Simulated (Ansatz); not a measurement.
Relaxed-ion elastic tensor of Nb₃Al (A15 (Cr3Si type), space group No. 223) in GPa (Voigt order), the program Ansatz at the PBEsol level (PAW); density 7.46 g/cm³, 17.01 Å³ per atom.

```json
[
 {"": "1", "1": "265", "2": "124", "3": "124", "4": "0.0", "5": "0.0", "6": "0.0"},
 {"": "2", "1": "124", "2": "265", "3": "124", "4": "0.0", "5": "0.0", "6": "0.0"},
 {"": "3", "1": "124", "2": "124", "3": "265", "4": "0.0", "5": "0.0", "6": "0.0"},
 {"": "4", "1": "0.0", "2": "0.0", "3": "0.0", "4": "23.1", "5": "0.0", "6": "0.0"},
 {"": "5", "1": "0.0", "2": "0.0", "3": "0.0", "4": "0.0", "5": "23.1", "6": "0.0"},
 {"": "6", "1": "0.0", "2": "0.0", "3": "0.0", "4": "0.0", "5": "0.0", "6": "23.1"}
]
```

**Question.** Is the crystal mechanically stable?

**Answer.** Yes: the smallest eigenvalue of C is 23.1 GPa.

**Question.** Work out the Voigt, Reuss and Hill averages.

**Answer.** K_V = 171, K_R = 171, K_H = 171; G_V = 42.0, G_R = 31.5, G_H = 36.8 GPa.

**Question.** Give Young's modulus, Poisson's ratio, Pugh's ratio and the universal anisotropy index.

**Answer.** E = 9KG/(3K + G) = 103 GPa; ν = 0.40; K/G = 4.66 (ductile by the Pugh limit of 1.75); A_U = 5G_V/G_R + K_V/K_R − 6 = 1.66.

**Question.** Estimate the sound speeds and the Debye temperature.

**Answer.** v_l = √((K + 4G/3)/ρ) = 5430 m/s, v_t = √(G/ρ) = 2220 m/s, mean 2510 m/s; Θ = (h/k)(3n/4πV)^(1/3) v_m = 291 K.

**Question.** Give the Zener ratio and Young's modulus along [100], [110] and [111].

**Answer.** A = 2C44/(C11 − C12) = 0.33; 1/E = S11 − 2(S11 − S12 − S44/2)Γ with Γ = 0, 1/4, 1/3 gives 186, 78.9, 66.2 GPa.

**Question.** Solve the Christoffel equation for the three sound speeds along [100], [110], [111].

**Answer.** Eigenvalues of C_ijkl n_j n_l equal ρv². In km/s, slowest first: [100] 1.76, 1.76, 5.96; [110] 1.76, 3.07, 5.40; [111] 2.71, 2.71, 5.20.

Space group Pm-3n (A15 (Cr3Si type)). The workflow started from a Materials Project entry (that database holds measured and hypothetical structures alike); the Crystallography Open Database copy checked does not list it. Whether it is the stable phase at ambient conditions was not checked. The PBEsol relaxation kept the symmetry of its start; of distortions, only those at the zone centre were tested. No spin polarisation was allowed. As this level gives no gap, shear constants depend on the k-mesh and smearing (Fermi–Dirac, 0.1 eV here). On the denser mesh and wider smearing of the elastic run this cell carries a stress of 0.3 GPa.

Potentials: the later of the program's two PAW sets.
